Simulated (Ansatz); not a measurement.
Relaxed MgO (rock salt):

```xyz
4
Lattice="0.0000 4.2544 4.2544 2.1272 2.1272 4.2544 2.1272 2.1272 0.0000" Properties=species:S:1:pos:R:3 pbc="T T T"
O      0.0000     0.0000     0.0000
O      2.1272     4.2544     6.3817
Mg     2.1272     6.3817     6.3817
Mg     2.1272     4.2544     4.2544
```

A phonon eigenvector at X = (0.5, 0.5, 0.0) is frozen into this cell: atom i moves by Q times the vector below, so Q is the largest atomic displacement, in Å. The cell is held. (q is in reciprocal vectors of the primitive cell; the cell shown is doubled to hold the pattern.)

| atom | x | y | z |
|---|---|---|---|
| O1 | 0.000 | 0.000 | 1.000 |
| O2 | 0.000 | 0.000 | -1.000 |
| Mg3 | 0.000 | 0.000 | 0.089 |
| Mg4 | 0.000 | 0.000 | -0.089 |

Method: PBE (plane waves to 420 eV, PAW, scalar-relativistic; Ansatz, a quantum-chemistry and plane-wave program). k mesh 13×13×13 (Γ-centred), Fermi-Dirac smearing 0.05 eV. The energy includes the smearing's −TS. MgO was relaxed with its symmetry unable to fall. The PAW data are Ansatz's earlier set. The zero of ΔE is the undisplaced structure.

```
Q (Å)   ΔE (meV/cell)
------  -------------
-0.180            546
-0.120            240
-0.060             59
0.000               0
0.060              59
0.120             240
0.180             546
```

### Question
Which DFPT wavenumber at X = (0.5, 0.5, 0.0) belongs to this mode?
A. 400 cm⁻¹
B. 526 cm⁻¹
C. 279 cm⁻¹

### Answer
B, 526 cm⁻¹. The curvature of the scan gives 526 cm⁻¹

(A displaced cell: forces are minus the slopes of the energy, force constants its curvatures, and phonons follow from these.)
